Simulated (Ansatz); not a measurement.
Given:

AlNi:
Space group Pm-3m (No. 221); a = b = c = 2.893 Å, α = β = γ = 90.00°

```tsv
atom	site	symmetry	x	y	z
Al	1a	m-3m	0.0000	0.0000	0.0000
Ni	1b	m-3m	0.5000	0.5000	0.5000
```

This is the PBE-relaxed structure.

### Question
All from PBE (plane waves, PAW; program Ansatz), unless another level is named. Predict the density of states at the Fermi level.

### Answer
0.43 states/eV per atom (mean over ±0.08 eV).

### Question
Predict the formation energy from the elements (no fitted shifts).

### Answer
-0.65 eV/atom.

The cell was relaxed with PBE under the symmetry of its start; phonons on a q-mesh show no instability. The workflow began spin-polarised and lost its moments. The references are the lowest solids computed at this level, not always the standard phases.

Potentials: the later of the program's two PAW sets.
